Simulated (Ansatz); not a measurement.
# Computed properties of CsO

```yaml
crystal:
  lattice:
    - [-2.16685, 3.21868, 3.77883]
    - [2.16685, -3.21868, 3.77883]
    - [2.16685, 3.21868, -3.77883]
  atoms:
    - { symbol: Cs, position: [0.25356, 0.25356, 0.00000] }
    - { symbol: Cs, position: [0.74644, 0.74644, 0.00000] }
    - { symbol: O, position: [0.61720, 0.00000, 0.61720] }
    - { symbol: O, position: [0.38280, 0.00000, 0.38280] }
```

Atom numbers follow the list: Cs1, Cs2, O3, O4.

The cell is the one relaxed in the Materials Project (mp-7896), not relaxed further here; entries there can be hypothetical.

No spin–orbit coupling, which matters for the heavy atoms here.

Levels of theory: DFT, LDA, all-electron LAPW, scalar-relativistic (Ansatz 0.2.0); DFT, LDA, PAW with Ansatz's default frozen-core files, scalar-relativistic (Ansatz 0.2.0).

For LAPW: a Γ-centred 7×7×7 k mesh, Fermi–Dirac smearing of 0.01 eV, basis error target 1 meV/atom, no spin polarisation. PAW takes a cutoff of 420 eV at this cell (files made with PBE, cores remade for this functional). The Ansatz runs share mesh, smearing and spin set-up. Values come from LAPW unless marked.

- Smallest direct gap on the path: 1.58 eV
- Pressure at this cell: -34.2 kbar
- Bader charges (from the PAW run): Cs1 +0.78, O3 -0.78 e
- Largest force: 0.747 eV/Å on O3
- Stress xx, yy, zz (compression positive): -2.85, -4.14, -3.28 GPa
- Volume per atom: 26.36 Å³

(1) Give the computed value. Löwdin charges (with 0.37 e of the cell spilling out of the atomic basis, so their sizes and signs hang on that basis).

(2) Band gap: what does the calculation give?

## Answers

(1) Cs1 0.89, O3 -0.70 e.

(2) 1.52 eV, indirect from Γ to the line Γ–Y0 (0.431, -0.431, 0.431).
